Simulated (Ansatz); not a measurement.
GaN (zinc blende, F-43m), DFT-PBEsol in the program Ansatz with PAW potentials. The conduction-band minimum lies at Γ, with 1 equivalent valley. Second derivatives d²E/dk² of the lowest band at one valley (eV·Å²), along Cartesian directions:

```tsv
direction	d²E/dk²
[100]	49.34
[010]	49.34
[001]	49.34
[110]	49.32
[101]	49.32
[011]	49.32
```

Q: Find the principal effective masses, the density-of-states mass and the conductivity mass.

A: Off-diagonal terms follow from H_xy = H[110] − (H_xx + H_yy)/2, and m*/mₑ = 7.620 eV·Å² over each eigenvalue: 0.15, 0.15, 0.15. One valley's DOS mass (m₁m₂m₃)^(1/3) = 0.15, conductivity mass 3/(Σ 1/mᵢ) = 0.15 mₑ.

Q: What effective density of states Nc follows at 300 K for parabolic valleys?

A: Nc = 2.509e19 × 1 × (0.15)^(3/2) ≈ 1.5e18 cm⁻³.

The cell was relaxed with PBEsol under the symmetry of its start. Scalar-relativistic: spin–orbit coupling is off unless named, which matters more the heavier the elements.

Potentials: the earlier of the program's two PAW sets. The files were generated under PBE; for other functionals the program regenerates the frozen cores, and for LDA and PBEsol the local potential too.

Edges and masses are those of Kohn–Sham bands, whose gap is no quasiparticle gap.
